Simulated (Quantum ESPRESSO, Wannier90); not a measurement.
**Tight-binding from DFT: Au (fcc (Cu type))**

Cell from Materials Project (mp-81), symmetrised, no further relaxation. This is the element's usual structure. Method: PBEsol plane waves in Quantum ESPRESSO 7.5 (PseudoDojo norm-conserving files, 61 Ry, no spin polarisation, no spin-orbit coupling), Bloch states on a 12×12×12 mesh through Γ, Wannier90 4.0.1. Density: 18×18×18 mesh, cold smearing 0.01 Ry. Spin-orbit coupling is left out although heavy elements are present.

On the energy scale of pw.x, whose zero is arbitrary, the Fermi level lies at 18.74 eV.

Input w.win:

```
num_bands = 1
num_wann = 1
exclude_bands = 2-21
num_iter = 1000
conv_tol = 1.0e-6
conv_window = 4
write_hr = true
write_u_matrices = true
auto_projections = true
begin unit_cell_cart
ang
    0.0000000000    2.0856450000    2.0856450000
    2.0856450000    0.0000000000    2.0856450000
    2.0856450000    2.0856450000    0.0000000000
end unit_cell_cart
begin atoms_frac
Au   0.0000000000  0.0000000000  0.0000000000
end atoms_frac
mp_grid = 12 12 12
begin kpoints
0.0000000000 0.0000000000 0.0000000000
0.0000000000 0.0000000000 0.0833333333
0.0000000000 0.0000000000 0.1666666667
... (1725 more lines: the 12x12x12 mesh through Gamma)
end kpoints
```

Input of pw2wannier90.x that gives the overlap and projection files (equivalent; here they were cut from one run over all bands):

```
&inputpp
  outdir = './out'
  prefix = 'pwscf'
  seedname = 'w'
  write_amn = .true.
  write_mmn = .true.
  atom_proj = .true.
  atom_proj_exclude = 2 3 4 5 6 7 8 9 10
/
```

Output w.wout (banner and timings cut):

```
                                    ------
                                    SYSTEM
                                    ------

                              Lattice Vectors (Ang)
                    a_1     0.000000   2.085645   2.085645
                    a_2     2.085645   0.000000   2.085645
                    a_3     2.085645   2.085645   0.000000

                   Unit Cell Volume:      18.14476  (Ang^3)

                        Reciprocal-Space Vectors (Ang^-1)
                    b_1    -1.506293   1.506293   1.506293
                    b_2     1.506293  -1.506293   1.506293
                    b_3     1.506293   1.506293  -1.506293

 *----------------------------------------------------------------------------*
 |   Site       Fractional Coordinate          Cartesian Coordinate (Ang)     |
 +----------------------------------------------------------------------------+
 | au   1   0.00000   0.00000   0.00000   |    0.00000   0.00000   0.00000    |
 *----------------------------------------------------------------------------*
                                ------------
                                K-POINT GRID
                                ------------

             Grid size = 12 x 12 x 12      Total points = 1728

 *---------------------------------- MAIN ------------------------------------*
 |  Number of Wannier Functions               :                 1             |
 |  Number of Objective Wannier Functions     :                 1             |
 |  Number of input Bloch states              :                 1             |
 |  Output verbosity (1=low, 5=high)          :                 1             |
 |  Timing Level (1=low, 5=high)              :                 1             |
 |  Optimisation (0=memory, 3=speed)          :                 3             |
 |  Length Unit                               :               Ang             |
 |  Post-processing setup (write *.nnkp)      :                 F             |
 |  Using Gamma-only branch of algorithms     :                 F             |
 *----------------------------------------------------------------------------*
 *------------------------------- WANNIERISE ---------------------------------*
 |  Total number of iterations                :              1000             |
 |  Number of CG steps before reset           :                 5             |
 |  Trial step length for line search         :             2.000             |
 |  Convergence tolerence                     :         0.100E-05             |
 |  Convergence window                        :                 4             |
 |  Iterations between writing output         :                 1             |
 |  Iterations between backing up to disk     :               100             |
 |  Write r^2_nm to file                      :                 F             |
 |  Write xyz WF centres to file              :                 F             |
 |  Write on-site energies <0n|H|0n> to file  :                 F             |
 |  Use guiding centre to control phases      :                 F             |
 |  Use phases for initial projections        :                 F             |
 *----------------------------------------------------------------------------*
 *-------------------------------- PLOTTING ----------------------------------*
 |  Plotting Hamiltonian in WF basis          :                 T             |
 *----------------------------------------------------------------------------*

 *---------------------------------- K-MESH ----------------------------------*
 +----------------------------------------------------------------------------+
 |                    Distance to Nearest-Neighbour Shells                    |
 |                    ------------------------------------                    |
 |          Shell             Distance (Ang^-1)          Multiplicity         |
 |          -----             -----------------          ------------         |
 |             1                   0.217415                      8            |
 |             2                   0.251049                      6            |
 |             3                   0.355037                     12            |
 |             4                   0.416317                     24            |
 |             5                   0.434829                      8            |
 |             6                   0.502098                      6            |
 |             7                   0.547148                     24            |
 |             8                   0.561362                     24            |
       ... (lines left out)
 +----------------------------------------------------------------------------+
 | The b-vectors are chosen automatically                                     |
 | The following shells are used:                       1                     |
 +----------------------------------------------------------------------------+
 |                        Shell   # Nearest-Neighbours                        |
 |                        -----   --------------------                        |
 |                          1               8                                 |
 +----------------------------------------------------------------------------+
 | Completeness relation is fully satisfied [Eq. (B1), PRB 56, 12847 (1997)]  |
 +----------------------------------------------------------------------------+
 |                  b_k Vectors (Ang^-1) and Weights (Ang^2)                  |
 |                  ----------------------------------------                  |
 |            No.         b_k(x)      b_k(y)      b_k(z)        w_b           |
 |            ---        --------------------------------     --------        |
 |             1         0.125524    0.125524   -0.125524     7.933294        |
 |             2         0.125524   -0.125524    0.125524     7.933294        |
 |             3        -0.125524    0.125524    0.125524     7.933294        |
 |             4         0.125524    0.125524    0.125524     7.933294        |
 |             5        -0.125524   -0.125524    0.125524     7.933294        |
 |             6        -0.125524    0.125524   -0.125524     7.933294        |
 |             7         0.125524   -0.125524   -0.125524     7.933294        |
 |             8        -0.125524   -0.125524   -0.125524     7.933294        |
 +----------------------------------------------------------------------------+
 |                           b_k Directions (Ang^-1)                          |
 |                           -----------------------                          |
 |            No.           x           y           z                         |
 |            ---        --------------------------------                     |
 |             1         0.125524    0.125524   -0.125524                     |
 |             2         0.125524   -0.125524    0.125524                     |
 |             3        -0.125524    0.125524    0.125524                     |
 |             4         0.125524    0.125524    0.125524                     |
 +----------------------------------------------------------------------------+

 Starting a new Wannier90 calculation ...

 Reading overlaps from w.mmn

 Reading projections from w.amn

 *------------------------------- WANNIERISE ---------------------------------*
 +--------------------------------------------------------------------+<-- CONV
 | Iter  Delta Spread     RMS Gradient      Spread (Ang^2)            |<-- CONV
 +--------------------------------------------------------------------+<-- CONV

 ------------------------------------------------------------------------------
 Initial State
  WF centre and spread    1  (  0.000000,  0.000000, -0.000000 )     0.26254488
  Sum of centres and spreads (  0.000000,  0.000000, -0.000000 )     0.26254488

      0     0.263E+00     0.0000000000        0.2625448805  <-- CONV
        O_D=      0.0000000 O_OD=      0.0000000 O_TOT=      0.2625449 <-- SPRD
 ------------------------------------------------------------------------------
      1     0.000E+00     0.0000000000        0.2625448805  <-- CONV
        O_D=      0.0000000 O_OD=      0.0000000 O_TOT=      0.2625449 <-- SPRD
      2     0.000E+00     0.0000000000        0.2625448805  <-- CONV
        O_D=      0.0000000 O_OD=      0.0000000 O_TOT=      0.2625449 <-- SPRD
      3     0.000E+00     0.0000000000        0.2625448805  <-- CONV
        O_D=      0.0000000 O_OD=      0.0000000 O_TOT=      0.2625449 <-- SPRD
      4     0.000E+00     0.0000000000        0.2625448805  <-- CONV
        O_D=      0.0000000 O_OD=      0.0000000 O_TOT=      0.2625449 <-- SPRD
             <<<     Delta < 1.000E-06  over  4 iterations     >>>
             <<< Wannierisation convergence criteria satisfied >>>
 Final State
  WF centre and spread    1  (  0.000000,  0.000000, -0.000000 )     0.26254488
  Sum of centres and spreads (  0.000000,  0.000000, -0.000000 )     0.26254488

         Spreads (Ang^2)       Omega I      =     0.262544880
        ================       Omega D      =     0.000000000
                               Omega OD     =     0.000000000
    Final Spread (Ang^2)       Omega Total  =     0.262544880
```
